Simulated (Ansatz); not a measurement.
P:
```yaml
crystal:
  lattice:
    - [3.27073, 0.00000, 0.00000]
    - [0.00000, 4.36603, 0.00000]
    - [0.00000, 0.00000, 31.00000]
  atoms:
    - { symbol: P, position: [0.00000, 0.91893, 0.53406] }
    - { symbol: P, position: [0.50000, 0.58107, 0.53406] }
    - { symbol: P, position: [0.00000, 0.08107, 0.46594] }
    - { symbol: P, position: [0.50000, 0.41893, 0.46594] }
```
Free-standing layer in the xy plane with vacuum along z and no interaction between images.

Relaxed with LDA.

**Question.** Tabulate the total density of states from LDA (plane waves, PAW; program Ansatz).

**Answer.** States/eV per cell of 4 atoms, means over 0.25 eV bins, energy of the bin centre from the valence-band maximum.

| E (eV) | total |
|---|---|
| -7.90 | 0.60 |
| -7.65 | 0.56 |
| -7.40 | 0.51 |
| -7.15 | 0.48 |
| -6.90 | 0.45 |
| -6.65 | 0.41 |
| -6.40 | 0.62 |
| -6.15 | 1.74 |
| -5.90 | 1.76 |
| -5.65 | 1.69 |
| -5.40 | 2.13 |
| -5.15 | 2.67 |
| -4.90 | 2.16 |
| -4.65 | 1.56 |
| -4.40 | 1.94 |
| -4.15 | 1.56 |
| -3.90 | 1.69 |
| -3.65 | 2.90 |
| -3.40 | 2.67 |
| -3.15 | 2.82 |
| -2.90 | 2.34 |
| -2.65 | 1.53 |
| -2.40 | 1.04 |
| -2.15 | 1.66 |
| -1.90 | 2.78 |
| -1.65 | 2.93 |
| -1.40 | 3.36 |
| -1.15 | 2.19 |
| -0.90 | 1.32 |
| -0.65 | 1.09 |
| -0.40 | 0.89 |
| -0.15 | 0.37 |
| 0.10 | 0.01 |
| 0.35 | 0.00 |
| 0.60 | 0.10 |
| 0.85 | 0.48 |
| 1.10 | 1.78 |
| 1.35 | 1.35 |
| 1.60 | 2.17 |
| 1.85 | 2.46 |
| 2.10 | 2.88 |
| 2.35 | 3.79 |
| 2.60 | 3.32 |
| 2.85 | 3.50 |
| 3.10 | 3.17 |
| 3.35 | 2.66 |
| 3.60 | 2.03 |
| 3.85 | 2.65 |
| 4.10 | 2.58 |
| 4.35 | 2.47 |
| 4.60 | 3.31 |
| 4.85 | 3.38 |

Space group Pmna (puckered). A layer that has been made, often on a substrate. The cell was relaxed with LDA under the symmetry of its start; whether a distortion lowers the energy is not shown.

Potentials: the later of the program's two PAW sets.
